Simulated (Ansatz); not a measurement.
Given:

AlSiCN:
```
CELL_PARAMETERS angstrom
      3.07175     0.00000     0.00000
     -1.53588     2.66022     0.00000
      0.00000     0.00000     4.99104
ATOMIC_POSITIONS crystal
  Al 0.33333 0.66667 0.50710
  Si 0.66667 0.33333 0.99744
  C  0.33333 0.66667 0.10855
  N  0.66667 0.33333 0.63690
```

This is the LDA-relaxed structure.

Task: All from the program Ansatz at the LDA level (PAW), unless another level is named. Estimate the Hill bulk and shear moduli.

Result: 218 and 148 GPa.

Task: What about the vibrational entropy at 300 K?

Result: 9.5 J/(K·mol of atoms).

Space group P3m1. The first step of the workflow began from a Materials Project structure, measured or hypothetical; the Crystallography Open Database copy checked does not list it. Its standing as an ambient phase is unchecked. The cell was relaxed with LDA under the symmetry of its start; its stability against distortions is not shown here.

Potentials: the later of the program's two PAW sets.
